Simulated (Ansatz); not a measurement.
Data:

SnO:
```
CELL_PARAMETERS angstrom
      0.00000     2.70527     2.70527
      2.70527     0.00000     2.70527
      2.70527     2.70527     0.00000
ATOMIC_POSITIONS crystal
  O  0.25000 0.25000 0.25000
  Sn 0.00000 0.00000 0.00000
```

This is the r²SCAN-relaxed structure.

### Question
All from the program Ansatz at the r²SCAN level (PAW), unless another level is named. Predict the bulk modulus (Birch–Murnaghan fit).

### Answer
66.1 GPa.

### Question
Give the elastic constants (relaxed ions, GPa).

### Answer
C11 = 66.6, C12 = 66.2, C44 = -47.1.

Space group F-43m (zinc blende). The start of the workflow was typed in or built on a structure type; neither database checked (COD, Materials Project) lists it. It is not the phase usual at ambient conditions (space group No. 129). The cell was relaxed with r²SCAN under the symmetry of its start. At this level the phase is mechanically unstable. The volume moved by 18 % from the start of the relaxation. As this level gives no gap, shear constants depend on the k-mesh and smearing (Fermi–Dirac, 0.1 eV here). Spin–orbit coupling is left out wherever it is not named.

Potentials: the earlier of the program's two PAW sets.
